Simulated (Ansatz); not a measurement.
CuI (zinc blende)

```
CELL_PARAMETERS angstrom
      0.00000     3.01151     3.01151
      3.01151     0.00000     3.01151
      3.01151     3.01151     0.00000
ATOMIC_POSITIONS crystal
  I  0.75000 0.75000 0.75000
  Cu 0.00000 0.00000 0.00000
```

The slice is a {110} plane (indices of the conventional cell) through the point (0.000, 0.000, 0.000) (fractional), spanned by u = [100] and v = [1 -1 -1] in vectors of this cell: u (4.26 Å) and v (6.02 Å, at 90° to u). It covers one period; positions are fractions (u, v).

Calculation: r2SCAN (plane waves to 500 eV, PAW, scalar-relativistic; Ansatz, a quantum-chemistry and plane-wave program). k mesh 10×10×10. These are valence fields of a PAW run, semicore shells included where kept as valence: close to a nucleus they are smooth pseudo fields. CuI is run without spin polarisation. CuI was relaxed with its symmetry unable to fall. Spin-orbit coupling is left out, though I is heavy.

Three fields on this plane, each scaled to ten steps between its own extremes (0 low, 9 high; the total valence density on a logarithmic scale, the potential cut 8 eV below its top; x marks points blanked near nuclei; v = 0 in the bottom row):

Map A
```
|xxxx2223443222xxx|
|xxxx2111111112xxx|
|xxx221100001122xx|
|11121100000011211|
|11111000000001111|
|11110000000000111|
|00000000000000000|
|00000000000000000|
|00000000000000000|
|00000001111000000|
|00000123443210000|
|00001467887641000|
|00025799999975200|
|00148999999998410|
|003799xxxxxx99730|
|014899xxxxxx99841|
|01599xxxxxxxx9951|
|12599xxxxxxxx9952|
|12389xxxxxxxx9832|
|112499xxxxxx99421|
|xxx269xxxxxx962xx|
|xxxx2899999982xxx|
|xxxx1489999841xxx|
|xxxx1247887421xxx|
```

Map B
```
|xxxx7554444567xxx|
|xxxx6543333456xxx|
|xxx754321123457xx|
|77654321001234567|
|65543210000123455|
|44432210000122344|
|33322100000012233|
|22221100000111222|
|22111111111111112|
|11111222332221111|
|00112334444332110|
|00123455665543210|
|01234567887654321|
|11245789999875421|
|223578xxxxxx87532|
|234689xxxxxx98643|
|34578xxxxxxxx8754|
|45679xxxxxxxx9765|
|66679xxxxxxxx9766|
|777789xxxxxx98777|
|xxx889xxxxxx988xx|
|xxxx8889999888xxx|
|xxxx8777887778xxx|
|xxxx8666666668xxx|
```

Map C
```
|xxxx1678888761xxx|
|xxxx3789999873xxx|
|xxx268999999862xx|
|01357899999987531|
|56678999999998766|
|78889999999999888|
|88999999999999998|
|99999999999999999|
|99999999999999999|
|99999999999999999|
|99999998888999999|
|99999877667789999|
|99998642112468999|
|99986300000036899|
|998730xxxxxx03789|
|998500xxxxxx00589|
|88740xxxxxxxx0478|
|77640xxxxxxxx0467|
|55530xxxxxxxx0355|
|012300xxxxxx00321|
|xxx010xxxxxx010xx|
|xxxx1100000011xxx|
|xxxx0442112440xxx|
|xxxx0566666650xxx|
```

Assign the maps to these fields: electron localisation function (ELF); valence electron density; electrostatic potential energy of an electron, from the cell's mean.

A is the electron localisation function (ELF); B is the valence electron density; C is the electrostatic potential energy of an electron, from the cell's mean.
